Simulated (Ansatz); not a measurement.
Relaxed candidate structures of W:

**A**
```
CELL_PARAMETERS angstrom
      5.03303     0.00000     0.00000
      0.00000     5.03303     0.00000
      0.00000     0.00000     5.03303
ATOMIC_POSITIONS crystal
  W  0.00000 0.00000 0.00000
  W  0.50000 0.50000 0.50000
  W  0.00000 0.50000 0.25000
  W  0.00000 0.50000 0.75000
  W  0.25000 0.00000 0.50000
  W  0.75000 0.00000 0.50000
  W  0.50000 0.75000 0.00000
  W  0.50000 0.25000 0.00000
```

**B**
```
W
1.0
    0.00000     1.99880     1.99880
    1.99880     0.00000     1.99880
    1.99880     1.99880     0.00000
W
1
Direct
  0.00000   0.00000   0.00000
```

**C**
```
W
1.0
   -1.57715     1.57715     1.57715
    1.57715    -1.57715     1.57715
    1.57715     1.57715    -1.57715
W
1
Direct
  0.00000   0.00000   0.00000
```

Task: Rank these by energy per atom (lowest first), as PBEsol (plane waves to 420 eV, PAW, scalar-relativistic; Ansatz, an electronic-structure program) gives it.

Result: C (reference, the lowest among the structures calculated here), A (+0.09 eV/atom), B (+0.49 eV/atom)

Each run could gain symmetry but not lose that of its start, so entries can be saddle points.  Energies are at zero temperature and pressure, without zero-point motion. The runs use different k-meshes, so differences are rounded accordingly. No spin polarisation in the result.
